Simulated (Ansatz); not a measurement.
# Zone-centre phonons of Al$_{2}$Cu at 15 GPa: input and output

The calculation used DFT LDA, scalar-relativistic, plane waves, PAW (Ansatz 0.2.0).

Launched with:
```bash
ansatz run input.yaml --threads 1 --pin off --max-ram 3072MiB --backend cpu --events-out ev --progress --plain --runs-dir out
```

Input (bare energies are in eV):
```yaml
crystal:
  lattice:
    - [-1.9348592281, 1.9348592281, 2.7363041616]
    - [1.9348592281, -1.9348592281, 2.7363041616]
    - [1.9348592281, 1.9348592281, -2.7363041616]
  atoms:
    - { symbol: Al, position: [0.75, 0.25, 0.5] }
    - { symbol: Al, position: [0.25, 0.75, 0.5] }
    - { symbol: Cu, position: [0.5, 0.5, 0.0] }
basis:
  ecutwfc: 420
kpoints:
  mp_grid: { grid: [16, 16, 16] }
hamiltonian:
  xc: lda
scf:
  occupations: { method: fermi_dirac, width: 0.15 }
output:
  eigenvalues: true
phonons:
  method: dfpt
  eigenvectors: true
```

Results section of the output:
```
--- Phonons (Γ-DFPT): 2 representative perturbations + reference, on 349 of 4096 k-points (Σ response iterations 7) ---
  k mesh reduced under 8 symmetry operations, with k and −k counted as one. Each operation leaves every solved displacement unchanged or reverses it
  ASR residual: 3.753e-4 → 0.000e0 eV/Å²; symmetrization residual: 3.121e-6 eV/Å²
  ASR residual per site (eV/Å²): 9.15e-6 9.15e-6 3.75e-4
  Γ frequencies (cm⁻¹): 0.00 0.00 0.00 324.65 324.65 324.65 355.90 355.90 355.90
  non-analytic LO–TO correction: not included (Born effective charges unavailable; polar crystals: no LO–TO splitting at Γ)
```

Time: 74 s on 1 thread of Arm Neoverse V1, on a shared host, peak memory 0.95 GiB.

In a metal, frequencies and elastic constants depend on the k mesh and the smearing, soft modes and shear constants most. Other phases may be more stable at this pressure.